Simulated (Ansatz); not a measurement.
Relaxed-ion elastic tensor of GaAs (zinc blende, F-43m) in GPa (Voigt order), PBEsol in the plane-wave PAW code Ansatz; density 5.30 g/cm³, 22.65 Å³ per atom.

```
 110  49.3  49.3   0.0   0.0   0.0
49.3   110  49.3   0.0   0.0   0.0
49.3  49.3   110   0.0   0.0   0.0
 0.0   0.0   0.0  55.1   0.0   0.0
 0.0   0.0   0.0   0.0  55.1   0.0
 0.0   0.0   0.0   0.0   0.0  55.1
```

Task: Is the crystal mechanically stable?

Result: Yes: the smallest eigenvalue of C is 55.1 GPa.

Task: Work out the Voigt, Reuss and Hill averages.

Result: K_V = 69.5, K_R = 69.5, K_H = 69.5; G_V = 45.1, G_R = 41.5, G_H = 43.3 GPa.

Task: Give Young's modulus, Poisson's ratio, Pugh's ratio and the universal anisotropy index.

Result: E = 9KG/(3K + G) = 108 GPa; ν = 0.24; K/G = 1.60 (brittle by the Pugh limit of 1.75); A_U = 5G_V/G_R + K_V/K_R − 6 = 0.44.

Task: Estimate the sound speeds and the Debye temperature.

Result: v_l = √((K + 4G/3)/ρ) = 4900 m/s, v_t = √(G/ρ) = 2860 m/s, mean 3170 m/s; Θ = (h/k)(3n/4πV)^(1/3) v_m = 334 K.

Task: Give the Zener ratio and Young's modulus along [100], [110] and [111].

Result: A = 2C44/(C11 − C12) = 1.82; 1/E = S11 − 2(S11 − S12 − S44/2)Γ with Γ = 0, 1/4, 1/3 gives 79.3, 112, 131 GPa.

Task: Solve the Christoffel equation for the three sound speeds along [100], [110], [111].

Result: Eigenvalues of C_ijkl n_j n_l equal ρv² (piezoelectric stiffening left out). In km/s, slowest first: [100] 3.22, 3.22, 4.55; [110] 2.39, 3.22, 5.04; [111] 2.70, 2.70, 5.19.

The PBEsol relaxation kept the symmetry of its start.

Potentials: the later of the program's two PAW sets.
